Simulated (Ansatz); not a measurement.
## Eigenvalues along a path: Al (sc type)

```
Al
1.0
     1.99064    0.00000    0.00000
     0.00000    1.99064    0.00000
     0.00000    0.00000    1.99064
Al
1
Direct
  0.00000 0.00000 0.00000
```

The cell comes from a relaxation on PAW files under the same functional, begun from a prototype that needn't be the stable phase.

Computed with Ansatz 0.2.0; functional PBEsol, scalar-relativistic. Settings: a Γ-centred 16×16×16 k mesh, Fermi–Dirac smearing of 0.08 eV, no spin polarisation. Methods: PAW: frozen-core files, cutoff 420 eV.

This run: volume at 0.4 of the series' base cell.

The PAW files were made under PBE. The structure type is held throughout; the real material can change phase at far lower pressure. At this compression frozen-core PAW has no all-electron check here.

Path points, in fractions of the reciprocal vectors: Γ (0.000, 0.000, 0.000), X (0.000, 0.500, 0.000), M (0.500, 0.500, 0.000), R (0.500, 0.500, 0.500). The distance column jumps between branches of the path. Levels in eV from the Fermi level; bands 1 to 4, counted from the lowest band of the run. The gap is zero, the pressure 324.7 GPa.

```
# k(1/Å) point b1 b2 b3 b4
0.000 Γ -16.82 9.91 9.91 18.66
0.197 - -16.67 9.04 10.04 18.73
0.395 - -16.24 6.99 10.41 18.92
0.592 - -15.52 4.48 11.01 19.24
0.789 - -14.53 1.84 11.82 19.66
0.986 - -13.29 -0.77 12.79 20.16
1.184 - -11.80 -3.26 13.79 20.68
1.381 - -10.15 -5.52 14.62 21.11
1.578 X -8.94 -6.94 14.97 21.28
1.775 - -8.82 -6.80 14.65 19.14
1.973 - -8.46 -6.38 13.74 15.69
2.170 - -7.87 -5.69 12.27 12.33
2.367 - -7.03 -4.76 9.06 10.57
2.565 - -5.94 -3.63 6.12 8.65
2.762 - -4.61 -2.37 3.45 6.75
2.959 - -3.05 -1.16 1.09 5.15
3.156 M -1.66 -0.57 -0.57 4.42
3.435 - -4.15 -0.37 0.99 5.95
3.714 - -7.18 0.23 2.29 9.47
3.993 - -9.95 1.25 3.71 13.52
4.272 - -12.33 2.67 5.39 16.96
4.551 - -14.25 4.48 7.14 18.17
4.830 - -15.66 6.61 8.67 18.20
5.109 - -16.53 8.77 9.61 18.44
5.388 Γ -16.82 9.91 9.91 18.66
5.730 - -16.38 8.90 8.90 17.52
6.072 - -15.10 7.08 7.08 15.16
6.413 - -13.01 5.52 5.52 12.80
6.755 - -10.20 4.47 4.47 10.99
7.097 - -6.76 3.97 3.97 9.87
7.438 - -2.76 4.02 4.02 9.38
7.780 - 1.63 4.52 4.52 9.14
8.122 R 4.95 4.95 4.95 8.18
8.401 - 2.80 3.67 5.24 8.32
8.680 - -0.22 1.50 6.11 8.73
8.959 - -2.90 -0.71 7.56 9.42
9.238 - -5.09 -2.76 9.58 10.41
9.517 - -6.78 -4.50 11.67 12.17
9.796 - -7.99 -5.83 13.09 15.28
10.075 - -8.70 -6.66 14.39 18.79
10.354 X -8.94 -6.94 14.97 21.28
12.586 R 4.95 4.95 4.95 8.18
12.783 - 4.26 4.26 4.33 8.01
12.980 - 3.04 3.09 3.09 7.53
13.177 - 1.71 1.99 1.99 6.86
13.375 - 0.53 1.07 1.07 6.13
13.572 - -0.42 0.35 0.35 5.44
13.769 - -1.10 -0.16 -0.16 4.89
13.966 - -1.52 -0.47 -0.47 4.54
14.164 M -1.66 -0.57 -0.57 4.42
```
